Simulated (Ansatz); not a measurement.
Relaxation of a generated cell, Bi2Se3 placed in the AFLOW prototype A3B2_hR5_155_e_c (D5_e, as in Ni3S2); 5 atoms in the cell, which starts as R32, hexagonal axes (No. 155), hR5; a = b = 7.378 Å, c = 9.156 Å, α = β = 90.00°, γ = 120.00°. Calculation: r2SCAN (plane waves to 500 eV, PAW, scalar-relativistic; Ansatz, an electronic-structure program). Γ-centred k-mesh 5×5×5 on the run's cell (coarser than for final values), Fermi–Dirac smearing 0.05 eV. This is the first round of the run. 

The optimiser's lines from the output (shortened; P is positive under compression):

```
relax step   1: F+E_penalty+E_count = -41261.15795417 eV  Δ(F+E_penalty+E_count) = +0.000e0 eV  max|allowed force component| = 6.637e-1 eV/Å  Δτ_max = 0.0000 Å  P = +5.648 GPa  Ω = 143.889 Å³  (8 SCF iters, dr2 threshold 1.00e-7 eV, accepted)
relax step   2: F+E_penalty+E_count = -41261.72420365 eV  Δ(F+E_penalty+E_count) = -5.662e-1 eV  max|allowed force component| = 7.466e-1 eV/Å  Δτ_max = 0.1759 Å  P = +0.247 GPa  Ω = 159.719 Å³  (9 SCF iters, dr2 threshold 5.00e-7 eV, accepted)
relax step   3: F+E_penalty+E_count = -41262.02947371 eV  Δ(F+E_penalty+E_count) = -3.053e-1 eV  max|allowed force component| = 4.626e-1 eV/Å  Δτ_max = 0.1964 Å  P = +0.356 GPa  Ω = 163.345 Å³  (8 SCF iters, dr2 threshold 5.00e-7 eV, accepted)
relax step   4: F+E_penalty+E_count = -41262.21788577 eV  Δ(F+E_penalty+E_count) = -1.884e-1 eV  max|allowed force component| = 1.272e-1 eV/Å  Δτ_max = 0.1963 Å  P = +0.613 GPa  Ω = 167.880 Å³  (8 SCF iters, dr2 threshold 5.00e-7 eV, accepted)
relax step   5: F+E_penalty+E_count = -41262.25227725 eV  Δ(F+E_penalty+E_count) = -3.439e-2 eV  max|allowed force component| = 2.227e-1 eV/Å  Δτ_max = 0.1949 Å  P = +0.140 GPa  Ω = 172.790 Å³  (8 SCF iters, dr2 threshold 5.00e-7 eV, accepted)
relax step   6: F+E_penalty+E_count = -41262.28865771 eV  Δ(F+E_penalty+E_count) = -3.638e-2 eV  max|allowed force component| = 9.537e-2 eV/Å  Δτ_max = 0.0377 Å  P = -0.089 GPa  Ω = 173.218 Å³  (7 SCF iters, dr2 threshold 5.00e-7 eV, accepted)
relax step   7: F+E_penalty+E_count = -41262.29342157 eV  Δ(F+E_penalty+E_count) = -4.764e-3 eV  max|allowed force component| = 7.978e-2 eV/Å  Δτ_max = 0.0279 Å  P = +0.181 GPa  Ω = 170.554 Å³  (6 SCF iters, dr2 threshold 5.00e-7 eV, accepted)
relax step   8: F+E_penalty+E_count = -41262.28258871 eV  Δ(F+E_penalty+E_count) = +1.083e-2 eV  max|allowed force component| = 2.007e-1 eV/Å  Δτ_max = 0.0629 Å  P = -0.818 GPa  Ω = 167.845 Å³  (7 SCF iters, dr2 threshold 3.98e-7 eV, rejected (line search))
relax step   9: F+E_penalty+E_count = -41262.29583704 eV  Δ(F+E_penalty+E_count) = -2.415e-3 eV  max|allowed force component| = 2.179e-2 eV/Å  Δτ_max = 0.0265 Å  P = -0.036 GPa  Ω = 168.112 Å³  (11 SCF iters, accepted)
relax step  10: F+E_penalty+E_count = -41262.29599522 eV  Δ(F+E_penalty+E_count) = -1.582e-4 eV  max|allowed force component| = 7.821e-4 eV/Å  Δτ_max = 0.0053 Å  P = +0.001 GPa  Ω = 168.563 Å³  (6 SCF iters, dr2 threshold 2.97e-8 eV, accepted)
relax step  11: F+E_penalty+E_count = -41262.29829104 eV  Δ(F+E_penalty+E_count) = -2.296e-3 eV  max|allowed force component| = 7.195e-4 eV/Å  Δτ_max = 0.0000 Å  P = +0.007 GPa  Ω = 168.563 Å³  stress off target by 1.59e-2 GPa  SCF on the basis re-selected at this cell (its energy is not comparable with the rows above)  (10 SCF iters)
```

From the first to the last row the energy changes by -0.23 eV/atom and the volume by +17.1 %. The last row is marked as not comparable with the walk above it, whose basis was carried along; it does compare with step 1, since both stand on a basis selected at the nominal cutoff for their own cell.

Step 8 was rejected by the optimiser.

Later rounds, restarted from the end of this one on a renewed k-mesh, logged 15 more steps and released under 1 meV/atom more. The final structure after all rounds: R32, hexagonal axes (No. 155), hR5; a = b = 7.3272 Å, c = 10.8715 Å, α = β = 90.00°, γ = 120.00°. Between re-selections the logged energies stand on a plane-wave basis carried along with the cell. No spin polarisation in the result.

The run could not lower the symmetry of its start; a shaken copy of this end point relaxes with r2SCAN to P1 (No. 1) at a tolerance of 0.01 Å, R3 (No. 146) at 0.1 Å, 0.046 eV/atom lower.

The relaxed structure here is a generated cell of Bi2Se3: the first start was made by placing the elements on the sites of a structure type, and the end was not matched to a known phase here, so it may be hypothetical. Known forms of Bi2Se3 include space group No. 166.
